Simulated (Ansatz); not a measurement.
MgAu (CsCl type, Pm-3m) at seven volumes, the program Ansatz at the PBEsol level (PAW), scaled uniformly. One row is withheld.

| V (Å³/atom) | P (GPa) |
|---|---|
| 15.724 | 10.88 |
| 16.243 | ? |
| 16.761 | 3.02 |
| 17.280 | 0.00 |
| 17.798 | -2.54 |
| 18.316 | -4.68 |
| 18.835 | -6.47 |

**Question.** Fit the shown pressures and predict the withheld one.

**Answer.** P = (3/2)B₀(x^(7/2) − x^(5/2))[1 + (3/4)(B′ − 4)(x − 1)] with x = (V₀/V)^(2/3). Least squares on the six rows gives V₀ = 17.280 Å³/atom, B₀ = 92.1 GPa, B′ = 4.75. At V = 16.243, x = 1.0421 and P = 6.60 GPa. The run itself gave 6.60 GPa.

The workflow started from a Materials Project entry (that database holds measured and hypothetical structures alike); the Crystallography Open Database files this formula in space group No. 221, but the cells were not matched. Its standing as an ambient phase is unchecked. The cell was relaxed with PBEsol under the symmetry of its start; of distortions, only those at the zone centre were tested. Spin–orbit coupling is left out wherever it is not named.

Potentials: the later of the program's two PAW sets.
